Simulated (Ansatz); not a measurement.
Ba₆LiNb₂IrCl₂O₁₂: field gradients at two levels of theory

Cell: a Materials Project structure (computed, not necessarily an observed phase), atoms as given.

Space group P3m1 (No. 156); a = 5.9636, c = 15.5598 Å, γ = 120.00°.

| site | Wyckoff | site symmetry | x | y | z |
| --- | --- | --- | --- | --- | --- |
| Ba1 | 1a | 3m. | 0.0000 | 0.0000 | 0.3809 |
| Ba2 | 1a | 3m. | 0.0000 | 0.0000 | 0.7872 |
| Ba3 | 1b | 3m. | 0.3333 | 0.6667 | 0.6405 |
| Ba4 | 1b | 3m. | 0.3333 | 0.6667 | 0.9187 |
| Ba5 | 1a | 3m. | 0.0000 | 0.0000 | 0.0359 |
| Ba6 | 1b | 3m. | 0.3333 | 0.6667 | 0.2072 |
| Li | 1a | 3m. | 0.0000 | 0.0000 | 0.2094 |
| Nb8 | 1c | 3m. | 0.6667 | 0.3333 | 0.8173 |
| Nb9 | 1c | 3m. | 0.6667 | 0.3333 | 0.1829 |
| Ir | 1c | 3m. | 0.6667 | 0.3333 | 0.0011 |
| Cl11 | 1b | 3m. | 0.3333 | 0.6667 | 0.4253 |
| Cl12 | 1a | 3m. | 0.0000 | 0.0000 | 0.5816 |
| O13 | 3d | .m. | 0.8216 | 0.6431 | 0.9130 |
| O14 | 3d | .m. | 0.9936 | 0.4968 | 0.7590 |
| O15 | 3d | .m. | 0.8307 | 0.6613 | 0.2469 |
| O18 | 3d | .m. | 0.5149 | 0.0299 | 0.0883 |

One atom of each set is listed.

First run. Method: Kohn–Sham DFT in Ansatz, PBE, plane waves and PAW, scalar-relativistic, 420 eV cutoff, Γ-centred 5×5×2 k-points, Fermi–Dirac smearing 0.02 eV.

```json
{"site": "Ba1", "V_zz (10²¹ V/m²)": "-12.96", "η": "0.00"}
{"site": "Ba2", "V_zz (10²¹ V/m²)": "0.81", "η": "0.00"}
{"site": "Ba3", "V_zz (10²¹ V/m²)": "-15.39", "η": "0.00"}
{"site": "Ba5", "V_zz (10²¹ V/m²)": "11.30", "η": "0.00"}
{"site": "Ba6", "V_zz (10²¹ V/m²)": "-0.17", "η": "0.00"}
{"site": "Li", "V_zz (10²¹ V/m²)": "0.66", "η": "0.00"}
{"site": "Nb8", "V_zz (10²¹ V/m²)": "2.78", "η": "0.00"}
{"site": "Nb9", "V_zz (10²¹ V/m²)": "-0.63", "η": "0.00"}
{"site": "Ir", "V_zz (10²¹ V/m²)": "8.84", "η": "0.00"}
{"site": "Cl11", "V_zz (10²¹ V/m²)": "-0.62", "η": "0.00"}
{"site": "O13", "V_zz (10²¹ V/m²)": "7.48", "η": "0.29"}
{"site": "O14", "V_zz (10²¹ V/m²)": "-2.09", "η": "0.68"}
{"site": "O15", "V_zz (10²¹ V/m²)": "-2.20", "η": "0.23"}
{"site": "O18", "V_zz (10²¹ V/m²)": "8.03", "η": "0.28"}
```

Second run. The same atoms and settings, except that spin–orbit coupling is included (fully relativistic PAW files).

Question: What does the second run give?

Answer: 

```json
{"site": "Ba1", "V_zz": "-13.01", "η": "0.00", "change of V_zz": "-0.05"}
{"site": "Ba2", "V_zz": "0.73", "η": "0.00", "change of V_zz": "-0.08"}
{"site": "Ba3", "V_zz": "-15.45", "η": "0.00", "change of V_zz": "-0.06"}
{"site": "Ba5", "V_zz": "11.25", "η": "0.00", "change of V_zz": "-0.05"}
{"site": "Ba6", "V_zz": "-0.24", "η": "0.00", "change of V_zz": "-0.07"}
{"site": "Li", "V_zz": "0.66", "η": "0.00", "change of V_zz": "0.00"}
{"site": "Nb8", "V_zz": "2.79", "η": "0.00", "change of V_zz": "+0.01"}
{"site": "Nb9", "V_zz": "-0.63", "η": "0.00", "change of V_zz": "0.00"}
{"site": "Ir", "V_zz": "8.47", "η": "0.00", "change of V_zz": "-0.37"}
{"site": "Cl11", "V_zz": "-0.62", "η": "0.00", "change of V_zz": "0.00"}
{"site": "O13", "V_zz": "7.28", "η": "0.30", "change of V_zz": "-0.20"}
{"site": "O14", "V_zz": "-2.08", "η": "0.67", "change of V_zz": "+0.01"}
{"site": "O15", "V_zz": "-2.19", "η": "0.22", "change of V_zz": "+0.01"}
{"site": "O18", "V_zz": "7.79", "η": "0.29", "change of V_zz": "-0.24"}
```

The largest change of V_zz is on Ir, from 8.84 to 8.47. In per cent, |V_zz| changes by -9 to 0 on Ba, 0 on Li, -1 to 0 on Nb, -4 on Ir, -1 on Cl, -3 to 0 on O (all sites that start above 0.5). The table leaves out 2 of the 16 sites, with |V_zz| up to 4.66; their tensors move by 0.01 at most along any direction. The statements above cover all sites.

The largest force is 0.5 eV/Å, so the atoms aren't at the calculated equilibrium and relaxing them would move these values. With these PAW files V_zz is typically within 2 to 3 % of all-electron values, but misses above 10 % occur on Li.
